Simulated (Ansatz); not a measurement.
Each is relaxed and computed with DFT-r²SCAN in the program Ansatz with PAW potentials. Which is the only metal?
A. Cs2YAgF6, Fm-3m (Cs on 8c, Y on 4b, Ag on 4a, F on 24e)
B. SiC, P6_222 (Si on 3d, C on 3c)
C. YSi2, P6/mmm (Y on 1a, Si on 2d)
D. SiO2, P6_422 (Si on 3c, O on 6j)

C, YSi2, P6/mmm (Y on 1a, Si on 2d). YSi2: metal; SiC: gap 1.18 eV (indirect); Cs2YAgF6: gap 3.89 eV (indirect); SiO2: gap 6.29 eV (indirect). Typed or built starts, not in the databases checked: SiC, P6_222 (Si on 3d, C on 3c). Not the usual ambient phase: SiC, P6_222 (Si on 3d, C on 3c); SiO2, P6_422 (Si on 3c, O on 6j). Relaxed far from the usual cell of the phase: YSi2, P6/mmm (Y on 1a, Si on 2d). Standing as an ambient phase not checked: Cs2YAgF6, Fm-3m (Cs on 8c, Y on 4b, Ag on 4a, F on 24e). All cells were relaxed under the symmetry of their starts (and spin orders); stability against distortions was not tested throughout. Rows with no word on spin ran without spin polarisation. Scalar-relativistic: spin–orbit coupling is off unless named, which matters more the heavier the elements.

Potentials: the later of the program's two PAW sets.
